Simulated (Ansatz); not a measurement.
# PbO: computed DOS

```yaml
crystal:
  lattice:
    - [3.97440, 0.00000, 0.00000]
    - [0.00000, 3.97440, 0.00000]
    - [0.00000, 0.00000, 5.02200]
  atoms:
    - { symbol: Pb, position: [0.00000, 0.50000, 0.23510] }
    - { symbol: Pb, position: [0.50000, 0.00000, 0.76490] }
    - { symbol: O, position: [0.00000, 0.00000, 0.00000] }
    - { symbol: O, position: [0.50000, 0.50000, 0.00000] }
```

The conventional cell has a = 3.974 Å, b = 3.974 Å, c = 5.022 Å, α = 90.00°, β = 90.00°, γ = 90.00°. Around Pb (atom 1) lie 4 O at 2.31 Å. Around O (atom 3) lie 4 Pb at 2.31 Å.

The structure is an experimental refinement, used without relaxation.

No spin–orbit coupling, which matters for the heavy atoms here.

All numbers below come from DFT, PBE, all-electron LAPW, scalar-relativistic (Ansatz 0.2.0).

Sampling and basis: a Γ-centred 8×8×6 k mesh, Fermi–Dirac smearing of 0.03 eV, basis error target 0.5 meV/atom, no spin polarisation.

Question: Which of the resolved shells contributes most in the top eV of the valence band?

Answer: O 2p, with 60 % of all states there; Pb 6s follows with 21 %.

Question: Tabulate the density of states.

Answer: States per eV and cell, averaged over 0.6 eV, from -8.8 to 5.4 eV, with energies (bin centres) from the valence-band top; empty bins are left out. The partial columns, the largest 5 alone, are projections on Löwdin-orthogonalised atomic shells (those that the program's projection atoms carry: the occupied ones and, for some elements, an empty d or f shell; other empty shells have no column), summed over atoms of an element. Weights on diffuse s and p shells depend on that basis and aren't pure angular character.
| E (eV) | total | O 2p | Pb 6p | Pb 6s | O 2s | Pb 5d |
| --- | --- | --- | --- | --- | --- | --- |
| -8.6 | 0.23 | 0.05 | 0.03 | 0.14 | 0.00 | 0.00 |
| -8.0 | 2.86 | 0.88 | 0.10 | 1.82 | 0.04 | 0.02 |
| -7.4 | 1.73 | 0.50 | 0.04 | 1.10 | 0.08 | 0.01 |
| -6.8 | 0.98 | 0.21 | 0.05 | 0.62 | 0.09 | 0.00 |
| -6.2 | 0.52 | 0.10 | 0.03 | 0.33 | 0.05 | 0.00 |
| -5.6 | 0.24 | 0.04 | 0.01 | 0.16 | 0.03 | 0.00 |
| -5.0 | 0.23 | 0.09 | 0.05 | 0.07 | 0.01 | 0.00 |
| -4.4 | 2.40 | 1.60 | 0.68 | 0.05 | 0.02 | 0.03 |
| -3.8 | 2.93 | 2.11 | 0.73 | 0.03 | 0.02 | 0.03 |
| -3.2 | 1.63 | 1.25 | 0.33 | 0.01 | 0.02 | 0.02 |
| -2.6 | 3.06 | 2.36 | 0.56 | 0.05 | 0.03 | 0.03 |
| -2.0 | 3.66 | 2.62 | 0.64 | 0.32 | 0.02 | 0.03 |
| -1.4 | 4.24 | 3.20 | 0.57 | 0.40 | 0.01 | 0.03 |
| -0.8 | 1.47 | 0.88 | 0.29 | 0.27 | 0.00 | 0.01 |
| -0.2 | 0.49 | 0.30 | 0.05 | 0.13 | 0.00 | 0.00 |
| 1.6 | 0.13 | 0.01 | 0.09 | 0.00 | 0.01 | 0.00 |
| 2.2 | 0.75 | 0.09 | 0.50 | 0.06 | 0.06 | 0.00 |
| 2.8 | 2.65 | 0.45 | 1.66 | 0.21 | 0.19 | 0.01 |
| 3.4 | 2.84 | 0.64 | 1.63 | 0.34 | 0.10 | 0.01 |
| 4.0 | 0.80 | 0.13 | 0.56 | 0.04 | 0.01 | 0.00 |
| 4.6 | 1.31 | 0.20 | 0.94 | 0.03 | 0.04 | 0.00 |
| 5.2 | 1.87 | 0.26 | 1.25 | 0.05 | 0.05 | 0.00 |
